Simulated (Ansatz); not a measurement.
# P, first-principles data

P:
```cif
data_P8
_chemical_formula_sum 'P8'
_space_group_name_H-M_alt 'Fd-3m :1'
_space_group_IT_number 227
_space_group_name_Hall 'F 4d 2 3 -1d'
_cell_length_a 5.38116
_cell_length_b 5.38116
_cell_length_c 5.38116
_cell_angle_alpha 90.000
_cell_angle_beta 90.000
_cell_angle_gamma 90.000
loop_
_atom_site_label
_atom_site_type_symbol
_atom_site_symmetry_multiplicity
_atom_site_Wyckoff_symbol
_atom_site_fract_x
_atom_site_fract_y
_atom_site_fract_z
_atom_site_occupancy
P1 P 8 b 0.50000 0.50000 0.50000 1
```
(The calculation used a cell of 2 atoms; values per cell refer to that cell.)

Space group Fd-3m (No. 227), diamond; conventional cell a = b = c = 5.381 Å, α = β = γ = 90.00°.

Method: the program Ansatz at the PBEsol level (PAW). Geometry: relaxed at this level of theory. Other levels are named where they apply.

### Cell and energy

```json
{
 "volume_per_atom": "19.48 Å³",
 "density": "2.64 g/cm³"
}
```

### Electronic structure

```json
{
 "electronic_character": "metallic (no gap)",
 "Density of states at the Fermi level": "0.54 states/eV per atom (mean over ±0.08 eV)"
}
```

### Mechanics

```json
{
  "Bulk modulus (Birch–Murnaghan fit)": "48.2 GPa",
  "Pressure derivative B′": "4.1",
  "Elastic constants (relaxed ions, GPa)": "C11 = 0.2, C12 = 72.5, C44 = -64.2",
  "mechanical_stability": "unstable (C has a negative eigenvalue)"
}
```

### Phonons

```json
{
  "highest_zone_centre_frequency": "27.8 meV",
  "zone_centre_stability": "no imaginary mode at Γ"
}
```

The start of the workflow was typed in or built on a structure type; neither database checked (COD, Materials Project) lists it. It is not the phase usual at ambient conditions (space group No. 64). Symmetry was held in the PBEsol relaxation. As this level gives no gap, shear constants depend on the k-mesh and smearing (Fermi–Dirac, 0.1 eV here). As this level gives no gap, phonon frequencies hold no LO–TO term and depend on the k-mesh and smearing (Fermi–Dirac, 0.1 eV here).

Potentials: the earlier of the program's two PAW sets. The files were generated under PBE; for other functionals the program regenerates the frozen cores, and for LDA and PBEsol the local potential too.
